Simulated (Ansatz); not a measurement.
Input:

Relaxed PbSe (rock salt):

```xyz
2
Lattice="0.0000 3.1089 3.1089 3.1089 0.0000 3.1089 3.1089 3.1089 0.0000" Properties=species:S:1:pos:R:3 pbc="T T T"
Se     0.0000     0.0000     0.0000
Pb     3.1089     3.1089     3.1089
```

Scan: atom 2 (Pb, nearest neighbour Se at 3.109 Å; its periodic images, 4.4 Å or more away, move with it) is displaced along Cartesian [111], direction (0.577, 0.577, 0.577) in Cartesian axes, by s. The other atoms stay.

Computed with PBE (plane waves to 420 eV, PAW, scalar-relativistic; Ansatz, a program for electronic structure). k mesh 8×8×8 (Γ-centred), Fermi-Dirac smearing 0.05 eV. The energy includes the smearing's −TS. PbSe was relaxed with its symmetry unable to fall. Spin-orbit coupling is left out, though Pb is heavy. The zero of ΔE is the undisplaced structure.

The scan covers s from -0.930 to 0.930 Å in 11 points.

Task: Is this a single well or a double well?

Result: A single well with its minimum at or next to zero displacement.

Task: Is the energy the same for equal positive and negative displacements?

Result: Even: the same for both signs. With its periodic images moving along, the atom's site symmetry in this cell is m-3m.

Task: What force acts on the atom along the line at s = -0.930 Å?

Result: 1.99 eV/Å.

Task: What is the energy change at s = 0.930 Å?

Result: 741 meV/cell.

(A displaced cell: forces are minus the slopes of the energy, force constants its curvatures, and phonons follow from these.)
